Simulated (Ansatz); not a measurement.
### Question
Each is relaxed and computed with DFT-r²SCAN in the program Ansatz with PAW potentials. Which is the only metal?
A. SiC, zinc blende
B. Cu2SiSe3, Cc (Pearson symbol mS24)
C. NaLaS2, I4_1/amd (Na on 4a, La on 4b, S on 8e)
D. LaSiRu, P4/nmm (La on 2c, Si on 2c, Ru on 2a)

### Answer
D, LaSiRu, P4/nmm (La on 2c, Si on 2c, Ru on 2a). LaSiRu: metal; NaLaS2: gap 2.79 eV (indirect); Cu2SiSe3: gap 0.68 eV (direct); SiC: gap 1.71 eV (indirect). Standing as an ambient phase not checked: LaSiRu, P4/nmm (La on 2c, Si on 2c, Ru on 2a); NaLaS2, I4_1/amd (Na on 4a, La on 4b, S on 8e); Cu2SiSe3, Cc (Pearson symbol mS24). Perhaps ordered models of mixed-site phases: Cu2SiSe3, Cc (Pearson symbol mS24). All cells were relaxed under the symmetry of their starts (and spin orders); stability against distortions was not tested throughout. Rows with no word on spin ran without spin polarisation. Spin–orbit coupling is left out wherever it is not named.

Potentials: the later of the program's two PAW sets.
